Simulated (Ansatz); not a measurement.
Level: r2SCAN, no spin polarisation; 500 eV; 8×8×8 Γ-centred mesh; fermi-dirac occupations (width 0.1 eV); Ansatz 0.2.0, fixed geometry.

Computed maps in the lattice plane spanned by a (left to right, 4.94 Å, 15 points from zero) and b (bottom to top, 3.59 Å, 11 points from zero), 90° apart, at height 0.000 along c. The fields are smooth PAW ones with compensation charges, not the true ones near nuclei.

Valence density. Digits on a logarithmic scale: 0 up to 0.03 e/Å³, each further digit a factor of 1.6, 9 from 1.3 e/Å³ up:
```
223444444444432
345566544566554
556777655677765
677777755777777
777447766774477
777447766774477
677777755777777
556777655677765
345566544566554
223444444444432
112344433444321
```

ELF. Ten even steps from '0' (0.00) to '9' (0.89):
```
002565311356520
236899733799863
567999844899976
887458744785478
995002644620059
995002644620059
887458744785478
567999844899976
236899733799863
002565311356520
001233100133210
```

Problem. The cell is ScPSe. Which atoms lie within 0.2 Å of this plane, and where (fractions of a and b)?

Solution. P at (0.23, 0.50), P at (0.77, 0.50). The whole cell:
```
Sc P Se
1.0
     0.00000    0.00000    4.93658
     3.59195    0.00000    0.00000
     1.79597    6.20598   -2.46829
Sc P Se
2 2 2
Cartesian
  3.5919 1.5292 2.4683
  1.7960 4.6768 0.0000
  1.7960 0.0000 1.1601
  1.7960 0.0000 3.7765
  3.5919 2.6313 0.0000
  1.7960 3.5746 2.4683
```

Origin: a known structure type with other elements, at an estimated volume, so it need not be a known compound. Caveats: many states at the Fermi level without spin polarisation, so a magnetic state may lie lower.
